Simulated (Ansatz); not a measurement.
# PtP (wurtzite structure)

Computed with Ansatz (plane waves, PAW, 420 eV cutoff): PBEsol, scalar-relativistic, no spin polarisation, Γ-centred 10×10×6 mesh, 0.05 eV Gaussian smearing. The datasets are Ansatz's generated set soft_2.

```
CELL_PARAMETERS angstrom
3.58556 0.00000 0.00000
-1.79278 3.10519 0.00000
0.00000 0.00000 6.61722
ATOMIC_POSITIONS crystal
Pt 0.66667 0.33333 0.98950
Pt 0.33333 0.66667 0.48950
P 0.66667 0.33333 0.63570
P 0.33333 0.66667 0.13570
```

The start was a prototype's sites filled with these elements, not a measured cell.

At this volume the pressure is 0.00 GPa.

The cell has space group P6_3mc (read at 0.01 Å). In it the stress is 0.00, 0.00, 0.01, 0.00, 0.00, 0.00 GPa and the largest force component 0.000 eV/Å. Each change below starts from this cell, without further relaxation. Stress is in GPa, positive in compression, in the order xx, yy, zz, yz, xz, xy; energies are counted from the cell above and are free energies with the smearing's entropy, which match forces and stress in a metal.

Question: What happens when atom 1 (Pt) is moved by 0.20 Å along z?

Answer: The energy changes by 237.6 meV per cell, and the force on it along the shift is -2.182 eV/Å (−F/u = 10.91 eV/Å²). Stress: 5.89, 5.89, -1.30, 0.00, 0.00, 0.00.
```tsv
atom	Fx (eV/Å)	Fy	Fz
Pt1	0.000	0.000	-2.182
Pt2	0.000	0.000	0.192
P3	0.000	0.000	0.706
P4	0.000	0.000	1.284
```
In a harmonic crystal the energy would rise by −½F·u = ½ × 10.91 × 0.20² eV = 218.2 meV, close to the run's value; the rest is anharmonic or numerical.

Question: A single strain component, atoms carried along, gave the stress -4.07, -2.02, -2.26, 0.00, 0.00, 0.00. Which component, and about how large?

Answer: An engineering strain of 2 % in xx; the energy changes by 19.3 meV per cell.

Scalar-relativistic only: spin–orbit splittings of the heavy atoms' levels are missing.
